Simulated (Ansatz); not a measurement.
Relaxed Be (hcp, Mg type):

```
CELL_PARAMETERS angstrom
      2.26449     0.00000     0.00000
     -1.13225     1.96111     0.00000
      0.00000     0.00000     3.56090
ATOMIC_POSITIONS crystal
  Be 0.33333 0.66667 0.75000
  Be 0.66667 0.33333 0.25000
```

A phonon eigenvector at Γ is frozen into this cell: atom i moves by Q times the vector below, so Q is the largest atomic displacement, in Å. The cell is held.

| atom | x | y | z |
|---|---|---|---|
| Be1 | 0.000 | 0.000 | 1.000 |
| Be2 | 0.000 | 0.000 | -1.000 |

Method: PBE (plane waves to 420 eV, PAW, scalar-relativistic; Ansatz, a program for electronic structure). k mesh 23×23×13 (Γ-centred), Fermi-Dirac smearing 0.05 eV. Energies are smeared free energies. With partly filled bands, energies and forces of such displacements shift with the k mesh and the smearing. Be was relaxed with its symmetry unable to fall. The PAW data are Ansatz's earlier set. ΔE is measured from the undisplaced structure. The last digit holds for this mesh only.

```
Q (Å)    ΔE (meV/cell)
-------  -------------
-0.1000          161.9
-0.0833          111.7
-0.0667           71.2
-0.0500           39.9
-0.0333       withheld
-0.0167            4.4
0.0000             0.0
0.0167             4.4
0.0333        withheld
0.0500            39.9
0.0667            71.2
0.0833           111.7
0.1000           161.9
```

Question: Fit an even polynomial form (powers 2, 4) to the given rows and predict ΔE at Q = 0.0333.

Answer: Least squares on the 11 given rows: ΔE = (15870)·Q² + (31980)·Q⁴, in meV/cell with Q in Å; root-mean-square residual 0.03 meV/cell. At 0.0333 the fit gives 17.6 meV/cell; the calculation gives 17.7 meV/cell, so the interpolation is off by -0.1 (-0.6 %). The quadratic term alone would give 17.6 meV/cell.

(A displaced cell: forces are minus the slopes of the energy, force constants its curvatures, and phonons follow from these.)
